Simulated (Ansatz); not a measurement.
Ag (dhcp (4H)): energy against volume

Theory: DFT, PBEsol, plane waves (420 eV) with PAW, scalar-relativistic in Ansatz 0.2.0. The PAW files were generated under PBE, with cores re-solved for the functional.

The cell is scaled uniformly from the relaxed one, with fractional coordinates and shape fixed. Energies are extrapolated to zero smearing, pressures are those at the given smearing. Magnetic state: spin not included.

A Birch-Murnaghan fit gives V₀ = 16.66 Å³/atom, B₀ = 119 GPa, B₀′ = 5.7.

**Question.** What are the energy above the minimum and the pressure at 15.320 Å³/atom?

**Answer.** 47.9 meV/atom and 12.66 GPa as computed.

**Question.** What are the energy above the minimum and the pressure at 15.986 Å³/atom?

**Answer.** 11.0 meV/atom and 5.54 GPa as computed.

**Question.** What are the energy above the minimum and the pressure at 17.318 Å³/atom?

**Answer.** 8.9 meV/atom and -4.08 GPa as computed.
